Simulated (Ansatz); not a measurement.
Al2O3 in space group Cmc2_1 (No. 36; Al on 8b, O on 4a, O on 8b), DFT-r²SCAN in the program Ansatz with PAW potentials, all energies at zero smearing, with the estimated change up to a 700 eV cutoff added, with one set of potentials and settings (totals compare only within such a set). Cell of 10 atoms (4 Al, 6 O): -5589.682 eV.

```tsv
element	reference phase	E (eV/atom)
Al	Fm-3m, 1 atoms in the cell	-540.4083
O	C2/m, 4 atoms in the cell, spin-polarised	-566.0281
```

Formation energy per atom, worked out: (-5589.682 − 4×(-540.4083) − 6×(-566.0281))/10 = -3.188 eV/atom (-308 kJ per mol of atoms), at 0 K, without zero-point energy or fitted corrections.

The workflow started from a Materials Project entry (that database holds measured and hypothetical structures alike); the Crystallography Open Database copy checked does not list it. It is not the phase usual at ambient conditions (space group No. 167). Symmetry was held in the r²SCAN relaxation; whether a distortion lowers the energy is not shown. The references are the lowest solids computed at this level, not always the standard phases (solids in place of the gases).

Potentials: the later of the program's two PAW sets.
